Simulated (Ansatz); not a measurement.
input.yaml

```yaml
crystal:
  lattice:
    - [5.2804047937, 0.0, 0.0]
    - [-2.6402023968, 4.5729646936, 0.0]
    - [0.0, 0.0, 6.985766283]
  atoms:
    - { symbol: Ba, position: [0.0, 0.0, 0.5] }
    - { symbol: Sn, position: [0.6666666667, 0.3333333333, 0.7895441555] }
    - { symbol: Sn, position: [0.0, 0.0, 0.0] }
    - { symbol: Sn, position: [0.6666666667, 0.3333333333, 0.2104558445] }
    - { symbol: Sn, position: [0.3333333333, 0.6666666667, 0.2104558445] }
    - { symbol: Sn, position: [0.3333333333, 0.6666666667, 0.7895441555] }
basis:
  ecutwfc: 420
kpoints:
  mp_grid: { grid: [12, 12, 6] }
hamiltonian:
  xc: pbesol
scf:
  occupations: { method: gaussian, width: 0.1 }
output:
  forces: true
  stress: true
  eigenvalues: true
relax:
  adjacent_minimum: "off"
  f_tol: 0.01
  max_steps: 30
  cell: { stress_tol: 0.1, fix: [volume] }
```

Command:
```bash
ansatz run input.yaml --threads 2 --pin off --max-ram 5120MiB --backend cpu --events-out ev --progress --plain --runs-dir out
```

These are results of Ansatz 0.2.0, DFT PBEsol, scalar-relativistic, plane waves, PAW, not measurements.

Part of what the program printed, abridged (final results; tables in files aren't shown):

```
SCF 4 converged in 5 iterations: F = -35613.641604 eV  dr2 = 9.73e-11
SCF converged after 5 iterations
Free energy (F): -35613.641604 eV
Harris-Foulkes:  -35613.641604 eV  (|F-HF|=0.00e0)
Internal energy: -35613.625896 eV  (E = F + TS)
E sigma→0 (E₀):  -35613.633750 eV
Entropy (-TS):   -0.015708 eV (-2.618 meV/atom)
Fermi energy:    11.041671 eV
--- Per-component energies (eV) ---
  E_band       = -415.880015
  E_kinetic    = 1108.585167
  E_local      = -4987.556439  (includes V_loc(G=0)·N_el)
  E_nonlocal   = -94.674303
  E_hartree    = 2994.990781
  E_xc         = -2067.031067
  E_vxc        = -625.231645  (∫ρ·V_xc dr)
  E_paw        = -25463.787761  (= ΣΔE_a)
  E_vpaw       = -1806.983972  (= ΣTr[D̂ρ^β])
  E_aug_tail   = -0.000004  (compensation charges beyond the density's cutoff)
  E_ewald      = -7105.727902
  E_core_change = 1.575632  (= ΣΔE_core)
  E_smearing   = -0.015708  (= −TS)
--- Forces (eV/Å), atoms counted from 1 ---
  atom   1  Ba     0.00000000     0.00000000     0.00000000
  atom   2  Sn     0.00000000     0.00000000     0.00270674
  atom   3  Sn     0.00000000     0.00000000     0.00000000
  atom   4  Sn     0.00000000     0.00000000    -0.00270674
  atom   5  Sn     0.00000000     0.00000000    -0.00270674
  atom   6  Sn     0.00000000     0.00000000     0.00270674
--- Stress (GPa, compression-positive) ---
        1.332675       0.000000       0.000000
        0.000000       1.332675       0.000000
        0.000000       0.000000       1.325882
  P = ⅓ Tr σ = 1.3304 GPa (13.304 kbar)
--- Band table (eV; the first three rows and the last of 76) ---
  k-point 0: bands = ["-16.8446", "-10.4771", "-10.4262", "-10.4262", "-10.3736", "-10.3736", "-10.3600", "-10.3600", "-10.3472", "-10.3472", "-10.3375", "-10.2798", "-10.2798", "-10.2749", "-10.2735", "-10.2735", "-10.2700", "-10.2700", "-10.2700", "-10.2700", "-10.2490", "-10.2202", "-10.2202", "-10.1689", "-10.1689", "-10.0862", "-2.3203", "-2.1111", "-2.1111", "0.0351", "3.1431", "5.1269", "5.7857", "7.8545", "8.1473", "8.1473", "8.3853", "9.2298", "9.2298", "10.1076", "10.1076", "11.0035", "11.4043", "11.4043", "11.6010", "13.2887", "13.2887", "13.7739"]
  k-point 1: bands = ["-16.8445", "-10.4742", "-10.4254", "-10.4254", "-10.3735", "-10.3735", "-10.3601", "-10.3601", "-10.3474", "-10.3474", "-10.3342", "-10.2789", "-10.2789", "-10.2758", "-10.2752", "-10.2752", "-10.2697", "-10.2697", "-10.2691", "-10.2691", "-10.2520", "-10.2211", "-10.2211", "-10.1692", "-10.1692", "-10.0896", "-2.3451", "-2.1105", "-2.1105", "0.1421", "2.8935", "5.3345", "5.8316", "8.0976", "8.1352", "8.2215", "8.2215", "9.1342", "9.1342", "9.8944", "9.8944", "10.9180", "11.4501", "11.6757", "11.6757", "13.6167", "13.6167", "13.8904"]
  k-point 2: bands = ["-16.8442", "-10.4682", "-10.4239", "-10.4239", "-10.3734", "-10.3734", "-10.3603", "-10.3603", "-10.3477", "-10.3477", "-10.3273", "-10.2777", "-10.2777", "-10.2775", "-10.2769", "-10.2769", "-10.2690", "-10.2690", "-10.2682", "-10.2682", "-10.2581", "-10.2229", "-10.2229", "-10.1698", "-10.1698", "-10.0968", "-2.3915", "-2.1094", "-2.1094", "0.3885", "2.4381", "5.6928", "5.9401", "7.7223", "8.4249", "8.4249", "8.7025", "8.9765", "8.9765", "9.4632", "9.4632", "10.0187", "12.3286", "12.3286", "12.4224", "12.7109", "14.3477", "14.3477"]
  k-point 75: bands = ["-16.8399", "-10.4669", "-10.4509", "-10.4462", "-10.4462", "-10.3976", "-10.3592", "-10.3592", "-10.3497", "-10.3497", "-10.3131", "-10.3131", "-10.3031", "-10.3031", "-10.2870", "-10.2630", "-10.2615", "-10.2414", "-10.2414", "-10.2310", "-10.2310", "-10.1933", "-10.1668", "-10.1594", "-10.1274", "-10.1274", "-2.2587", "-2.2361", "-2.2361", "2.3828", "2.3828", "3.4642", "4.2533", "4.2533", "7.1021", "9.7825", "9.8293", "9.8293", "10.4614", "10.4614", "11.4437", "11.4437", "11.5040", "13.4468", "13.4468", "15.6797", "15.6797", "15.7253"]
--- Relaxed structure (3 steps of the walk, 3 accepted, 1 SCFs on fresh bases) ---
  F+E_penalty+E_count = -35613.64160416 eV   max|allowed force component| = 2.707e-3 eV/Å   (the final SCF, on the basis selected at the relaxed cell)
  cell:  # Å, volume = 168.6860 Å³
    - [5.2937009891, 0.0, 0.0]
    - [-2.64685049, 4.58447953, 0.0]
    - [0.0, 0.0, 6.95071803]
  atoms:
    - { symbol: Ba, position: [0.0, 0.0, 0.49999999] }
    - { symbol: Sn, position: [0.66666666, 0.33333333, 0.78691980] }
    - { symbol: Sn, position: [0.0, 0.0, 0.0] }
    - { symbol: Sn, position: [0.66666666, 0.33333333, 0.21308019] }
    - { symbol: Sn, position: [0.33333333, 0.66666666, 0.21308019] }
    - { symbol: Sn, position: [0.33333333, 0.66666666, 0.78691980] }
```

The relaxation met its thresholds.

Time: 2.1 min on 2 threads of Intel(R) Xeon(R) Platinum 8259CL CPU @ 2.50GHz (Skylake/Cascade Lake) (shared host), peak memory 0.82 GiB.